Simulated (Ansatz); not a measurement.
Os:
```cif
data_Os4
_chemical_formula_sum 'Os4'
_space_group_name_H-M_alt 'P63/mmc'
_space_group_IT_number 194
_space_group_name_Hall '-P 6c 2c'
_cell_length_a 2.74127
_cell_length_b 2.74127
_cell_length_c 8.80549
_cell_angle_alpha 90.000
_cell_angle_beta 90.000
_cell_angle_gamma 120.000
loop_
_atom_site_label
_atom_site_type_symbol
_atom_site_symmetry_multiplicity
_atom_site_Wyckoff_symbol
_atom_site_fract_x
_atom_site_fract_y
_atom_site_fract_z
_atom_site_occupancy
Os1 Os 2 a 0.00000 0.00000 0.00000 1
Os2 Os 2 c 0.33333 0.66667 0.25000 1
```

Relaxed with PBE.

### Question
Which orbitals make up the states near the Fermi level in the program Ansatz at the PBE level (PAW)?

### Answer
Within 0.5 eV of the Fermi level: Os 5d 93 %. Projections are on Löwdin-orthogonalised atomic valence shells; empty p or d shells of many metals are not among them.

### Question
Tabulate the density of states.

### Answer
States/eV per cell of 4 atoms, in 0.25 eV bins, energy from the Fermi level.

```tsv
E (eV)	total	Os 5d	Os 6s	Os 5p
-7.85	0.77	0.16	0.59	0.02
-7.60	1.35	0.55	0.77	0.02
-7.35	2.56	1.55	0.98	0.02
-7.10	3.14	2.05	1.04	0.03
-6.85	3.57	2.63	0.90	0.03
-6.60	3.57	2.74	0.78	0.03
-6.35	4.05	3.29	0.71	0.03
-6.10	5.10	4.42	0.62	0.03
-5.85	4.31	3.88	0.37	0.03
-5.60	4.01	3.71	0.24	0.03
-5.35	3.33	3.10	0.17	0.03
-5.10	3.20	3.01	0.12	0.03
-4.85	3.35	3.14	0.13	0.03
-4.60	3.79	3.51	0.18	0.03
-4.35	4.37	4.02	0.23	0.04
-4.10	4.11	3.78	0.22	0.03
-3.85	4.43	4.11	0.20	0.03
-3.60	4.89	4.51	0.24	0.03
-3.35	6.88	6.34	0.31	0.05
-3.10	4.84	4.39	0.27	0.03
-2.85	4.37	3.93	0.27	0.02
-2.60	5.86	5.41	0.29	0.02
-2.35	5.96	5.47	0.31	0.02
-2.10	5.46	4.91	0.33	0.02
-1.85	4.53	4.01	0.28	0.02
-1.60	3.96	3.60	0.19	0.01
-1.35	3.09	2.77	0.16	0.01
-1.10	2.89	2.55	0.15	0.01
-0.85	3.00	2.69	0.13	0.01
-0.60	3.09	2.80	0.12	0.01
-0.35	3.44	3.19	0.11	0.01
-0.10	3.69	3.44	0.09	0.00
0.15	3.34	3.14	0.07	0.00
0.40	3.07	2.90	0.08	0.00
0.65	2.74	2.58	0.08	0.00
0.90	3.02	2.87	0.08	0.00
1.15	3.37	3.22	0.09	0.00
1.40	3.72	3.55	0.11	0.00
```

Space group P6_3/mmc (dhcp (α-La type)). A made-up cell: these elements were put on the sites of a structure type. Its sites differ from those of the usual phase in this space group: another stacking or structure type. The PBE relaxation kept the symmetry of its start; of distortions, only those at the zone centre were tested. The run is not spin-polarised. Scalar-relativistic: spin–orbit coupling is off unless named, which matters more the heavier the elements.

Potentials: the later of the program's two PAW sets.
